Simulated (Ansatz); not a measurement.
An Ansatz (a first-principles code) run. Input:

Ansatz 0.2 input:
```yaml
crystal:
  lattice:
    - [-1.3537148292, 1.8922398667, 4.150081987]
    - [1.3537148292, -1.8922398667, 4.150081987]
    - [1.3537148292, 1.8922398667, -4.150081987]
  atoms:
    - { symbol: V, position: [0.0, 0.0, 0.0] }
    - { symbol: Pt, position: [0.6607859559, 0.6607859559, 0.0] }
    - { symbol: Pt, position: [0.3392140441, 0.3392140441, 0.0] }
kpoints:
  mp_grid: { grid: [18, 18, 18] }
hamiltonian:
  xc: pbesol
  pseudopotentials: { kind: paw }
scf:
  occupations: { method: fermi_dirac, width: 0.1 }
phonons:
  method: dfpt
  response_accuracy: low
  eigenvectors: true
  rigid_motions: translations
```

Output (shortened):

```
Pseudopotential: V, paw, valence charge 13
Pseudopotential: Pt, paw, valence charge 18
Functional definition: PBEsol
Crystal: 3 atoms, lattice volume = 42.523 Å³
Basis set: ecut = 420 eV, 835 PW (Γ), exchange–correlation on 64×64×64 points (8 copies of the dense FFT grid, shifted against one another)
Bands: 30, of which v1, the nominal top of the filled ones, is band 25 counted from 1 (24 counted from 0)
Symmetry: 8 space group operations
k-points: 865 of 5832 (irreducible under 4 space group operations, time reversal used)
SCF iter   1: F=—  HF=-27654.686324 eV  |F-HF|=—  |Δ(HF+E_count)|=         —  Δρ=8.14e-3  dr2=1.80e-2  ethr=1.77e-3  ⟨swp⟩=4.7  Hψ=86264  notcnv=0
preconditioner: auto → Kerker (q_TF=auto, 2.794 Å⁻¹)
SCF iter   2: F=—  HF=-27654.684934 eV  |F-HF|=—  |Δ(HF+E_count)|=   1.39e-3  Δρ=3.94e-3  dr2=4.33e-3  ethr=3.67e-5  ⟨swp⟩=2.0  Hψ=44412  notcnv=0
SCF iter   3: F=—  HF=-27654.684045 eV  |F-HF|=—  |Δ(HF+E_count)|=   8.89e-4  Δρ=5.15e-4  dr2=7.94e-5  ethr=8.83e-6  ⟨swp⟩=2.0  Hψ=36360  notcnv=0
SCF iter   4: F=—  HF=-27654.684036 eV  |F-HF|=—  |Δ(HF+E_count)|=   8.48e-6  Δρ=1.22e-4  dr2=5.51e-6  ethr=1.62e-7  ⟨swp⟩=2.2  Hψ=38829  notcnv=0
SCF iter   5: F=—  HF=-27654.684039 eV  |F-HF|=—  |Δ(HF+E_count)|=   2.85e-6  Δρ=2.88e-5  dr2=4.24e-7  ethr=1.12e-8  ⟨swp⟩=2.0  Hψ=35355  notcnv=0
SCF iter   6: F=—  HF=-27654.684040 eV  |F-HF|=—  |Δ(HF+E_count)|=   9.21e-7  Δρ=1.15e-5  dr2=6.63e-8  ethr=8.66e-10  ⟨swp⟩=2.5  Hψ=44101  notcnv=0
SCF iter   7: F=—  HF=-27654.684040 eV  |F-HF|=—  |Δ(HF+E_count)|=   7.28e-9  Δρ=2.47e-6  dr2=3.35e-9  ethr=1.35e-10  ⟨swp⟩=1.1  Hψ=26100  notcnv=0
SCF iter   8: F=—  HF=-27654.684040 eV  |F-HF|=—  |Δ(HF+E_count)|=  7.82e-10  Δρ=6.15e-7  dr2=1.69e-10  ethr=6.84e-12  ⟨swp⟩=2.4  Hψ=36975  notcnv=0
SCF iter  10: F=-27654.684040 eV  HF=-27654.684040 eV  |F-HF|=3.64e-12  |Δ(HF+E_count)|=  1.82e-11  Δρ=4.90e-8  dr2=1.28e-12  ethr=1.00e-12  ⟨swp⟩=5.0  Hψ=98575  notcnv=0
SCF 1 converged in 10 iterations: F = -27654.684040 eV  dr2 = 1.28e-12
DFPT response loops at Γ: preconditioner auto → Kerker (q_TF=auto, 2.794 Å⁻¹) (partly filled bands, converged f_vac=0.000) …
SCF converged after 10 iterations
Free energy (F): -27654.684040 eV
Harris-Foulkes:  -27654.684040 eV  (|F-HF|=3.64e-12)
Internal energy: -27654.616354 eV  (E = F + TS)
E sigma→0 (E₀):  -27654.650197 eV
Entropy (-TS):   -0.067686 eV (-22.562 meV/atom)
Fermi energy:    22.120439 eV
--- Per-component energies (eV) ---
  E_band       = -398.875208
  E_kinetic    = 1614.207667
  E_local      = -3797.970050  (includes V_loc(G=0)·N_el)
  E_nonlocal   = 358.104597
  E_hartree    = 1488.940163
  E_xc         = -652.645610
  E_vxc        = -772.944367  (∫ρ·V_xc dr)
  E_paw        = -19717.849456  (= ΣΔE_a)
  E_vpaw       = -778.153944  (= ΣTr[D̂ρ^β])
  E_aug_tail   = 0.000599  (compensation charges beyond the density's cutoff)
  E_ewald      = -6948.127904
  E_core_change = 0.723641  (= ΣΔE_core)
  E_smearing   = -0.067686  (= −TS)
  E_closure    =  0.000000  (closes the sum)
  Σ components = -27654.684040   (vs F -27654.684040, Δ=0.00e0)
  [band-id]    e_kinetic+e_local+e_nonlocal+2·e_hartree+e_vxc+e_vpaw+e_augmentation_tail = -398.875173   (vs E_band -398.875208, Δ=3.48e-5)
--- Band table (eV; the first three rows and the last of 865) ---
  k-point 0: bands = ["-76.7074", "-76.6737", "-42.2296", "-31.0037", "-30.9908", "-30.7892", "-30.7699", "-30.6992", "-30.6961", "-16.2179", "-16.1847", "-15.8713", "12.2462", "15.7229", "16.8420", "16.9115", "17.7757", "17.9645", "18.3967", "18.8561", …
  k-point 1: bands = ["-76.7065", "-76.6736", "-42.2281", "-31.0033", "-30.9880", "-30.7899", "-30.7805", "-30.7069", "-30.6967", "-16.2163", "-16.1839", "-15.8843", "12.3760", "15.8209", "16.8684", "16.9623", "17.7069", "17.9635", "18.2617", "18.8898", …
  k-point 2: bands = ["-76.7041", "-76.6732", "-42.2236", "-31.0020", "-30.9797", "-30.8083", "-30.7932", "-30.7367", "-30.6921", "-16.2117", "-16.1816", "-15.9214", "12.7537", "16.1026", "16.9431", "17.0741", "17.4838", "17.9322", "18.0784", "18.8698", …
  k-point 864: bands = ["-76.6977", "-76.6833", "-42.2303", "-31.0115", "-30.8868", "-30.8153", "-30.7861", "-30.7682", "-30.6798", "-16.2237", "-16.1833", "-15.8708", "14.1012", "14.9072", "15.4684", "16.1492", "16.9435", "18.0976", "19.2242", "19.3182", …
--- Phonons (Γ-DFPT): 6 representative perturbations + reference, on 865 of 5832 k-points (Σ response iterations 17) ---
  ASR residual: 2.083e-3 → 0.000e0 eV/Å²; symmetrization residual: 2.586e-4 eV/Å²
  ASR residual per site (eV/Å²): 2.08e-3 4.09e-4 4.09e-4
  Γ frequencies (cm⁻¹): 0.00 0.00 0.00 108.65 151.73 179.71 187.25 189.30 232.40
  non-analytic LO–TO correction: not included (Born effective charges unavailable; polar crystals: no LO–TO splitting at Γ)
```

Cost: roughly 5 core-minutes on shared cores.

Space group Immm. The first step of the workflow began from a Materials Project structure, measured or hypothetical; the Crystallography Open Database files this formula in space group No. 71, but the cells were not matched. Whether it is the stable phase at ambient conditions was not checked. The PBEsol relaxation kept the symmetry of its start; of distortions, only those at the zone centre were tested. No spin polarisation was allowed. As this level gives no gap, phonon frequencies hold no LO–TO term and depend on the k-mesh and smearing (Fermi–Dirac, 0.1 eV here). Scalar-relativistic: spin–orbit coupling is off unless named, which matters more the heavier the elements.

Potentials: the later of the program's two PAW sets.

Ansatz is a plane-wave DFT program.
